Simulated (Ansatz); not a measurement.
## Relaxing a structure of SiNi

The start is a relaxed SiNi cell displaced along its unstable phonon at q = (½, ½, 0) of its primitive reciprocal cell (316i cm⁻¹), largest move 0.15 Å. The cell and all atomic positions are relaxed at zero pressure with PBE (plane waves to 420 eV, PAW, scalar-relativistic; Ansatz, a program for electronic structure). The first steps use a coarse 12×12×12 k-mesh.

Input geometry:
```yaml
crystal:
  lattice:
    - [0.00000, 4.74026, 4.74026]
    - [2.37013, 2.37013, 4.74026]
    - [2.37013, 2.37013, 0.00000]
  atoms:
    - { symbol: Si, position: [0.00000, 0.96836, 0.03164] }
    - { symbol: Si, position: [0.50000, 0.03164, 0.96836] }
    - { symbol: Ni, position: [0.00000, 0.48131, 0.51869] }
    - { symbol: Ni, position: [0.50000, 0.51869, 0.48131] }
```

### Question
What pressure does the first self-consistent step give?

### Answer
-2.0 GPa (negative: the cell is under tension).

### Question
Which atoms feel the largest initial force, and how large is it?

### Answer
1.46 eV/Å, on Ni3, Ni4 (atoms numbered as listed).

### Question
By how much does the energy per atom fall from start to end?

### Answer
0.39 eV/atom.

### Question
How does the volume per atom move from start to end?

### Answer
-11.9 %, from 13.31 to 11.73 Å³/atom.

### Question
Does it find its way back to the structure it was made from?

### Answer
It does not go back: it reaches P4/nmm (No. 129), 0.47 eV/atom below the parent.

Final values are on a 15×15×10 k-mesh of the relaxed cell. No spin polarisation in the result. A magnetic state may lie lower.

The run could not lose the symmetry of its start: the end is stationary, and may be a saddle point rather than a minimum.

The relaxed structure here is a generated cell of SiNi: the first start was made by placing the elements on the sites of a structure type, and the end was not matched to a known phase here, so it may be hypothetical. Known forms of SiNi include space group No. 62.
